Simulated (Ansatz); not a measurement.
## Lu₂AlB₂, a known structure type with other elements, at an estimated volume

```
Lu Al B
1.0
     3.39337    0.00000    0.00000
     1.69668   -6.38361    0.00000
     0.00000    0.00000   -3.42826
Lu Al B
2 1 2
Direct
  0.14686 0.70628 0.00000
  0.85314 0.29372 0.00000
  0.50000 0.00000 0.50000
  0.29401 0.41198 0.50000
  0.70599 0.58802 0.50000
```

Level: LDA, no spin polarisation; 420 eV; 9×9×8 Γ-centred mesh; fermi-dirac occupations (width 0.1 eV); Ansatz 0.2.0, fixed geometry.

- Electronic structure: It is a metal, with about 1.6 states/eV a cell as the mean within 0.25 eV of the Fermi level, mostly Lu d (61 %) and B p (21 %).
- Forces: The largest is on B4 (and as large on other atoms): 1.59 eV/Å, components (0.00, -1.59, 0.00). It makes 56° with the line to a nearest neighbour, B5 at 2.04 Å.
- Charges: Bader charges in e: Lu +1.30, Al -0.17, B -1.21. In the mean Lu gives up most and B takes most.
- Formation energy: -0.43 eV an atom against the elements' usual phases (free molecules for gases, crystals otherwise, with no correction for O₂ or N₂), so it is bound against them; other compounds may still compete. Relaxing would lower it.

Origin: a known structure type with other elements, at an estimated volume, so it need not be a known compound. Caveats: atoms or cell far from equilibrium.
